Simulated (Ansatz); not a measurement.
The relaxed structure here is a generated cell of Ti2AlC: the first start was made by placing the elements on the sites of a structure type, and the end was not matched to a known phase here, so it may be hypothetical.

The start is a generated trial cell of Ti2AlC in the AFLOW prototype ABC2_hR4_166_a_b_c (F5_1, as in NaCrS2). Cell shape, volume and atoms are optimised at zero target pressure with PBE (plane waves to 420 eV, PAW, scalar-relativistic; Ansatz, a quantum-chemistry and plane-wave program). The first steps use a coarse 8×8×8 k-mesh.

Starting cell:
```
CELL_PARAMETERS angstrom
      1.63927     0.94643     5.95118
     -1.63927     0.94643     5.95118
      0.00000    -1.89287     5.95118
ATOMIC_POSITIONS crystal
  C  0.00000 0.00000 0.00000
  Al 0.50000 0.50000 0.50000
  Ti 0.26670 0.26670 0.26670
  Ti 0.73330 0.73330 0.73330
```

How large is the pressure on the unrelaxed cell, and of which sign?

-3 GPa (negative: the cell is under tension).

Which atoms feel the largest initial force, and how large is it?

About 2.3 eV/Å, on Ti3, Ti4 (atoms numbered as listed).

How does the volume change?

+1.5 %, from 13.85 to 14.06 Å³/atom.

How do the shortest distances between atoms change?

The closest pairs of elements (up to four, under 3.6 Å), start → end: C–Ti 2.24 → 2.11 Å; Al–Ti 2.60 → 2.91 Å; Ti–Ti 3.04 → 2.89 Å; C–C 3.28 → 3.07 Å.

Write out the relaxed structure.


Space group R-3m, hexagonal axes (No. 166); a = 3.0672 Å, b = 3.0672 Å, c = 20.7055 Å, α = 90.00°, β = 90.00°, γ = 120.00°

| atom | site | symmetry | x | y | z |
|---|---|---|---|---|---|
| C | 3a | -3m | 0.0000 | 0.0000 | 0.0000 |
| Al | 3b | -3m | 0.0000 | 0.0000 | 0.5000 |
| Ti | 6c | 3m | 0.0000 | 0.0000 | 0.2780 |
(The calculation used a cell of 4 atoms; values per cell refer to that cell.)

The space group stays R-3m (No. 166) (the run could not lower it); the end is AFLOW prototype ABC2_hR4_166_a_b_c (F5_1, as in NaCrS2), with 4 atoms in the primitive cell. Final values are on a 18×18×18 k-mesh of the relaxed cell. No spin polarisation in the result. The relaxed primitive cell holds an odd number of electrons. A magnetic state may lie lower.

The run could not lose the symmetry of its start; a randomly shaken copy of 8 atoms returns to this structure.
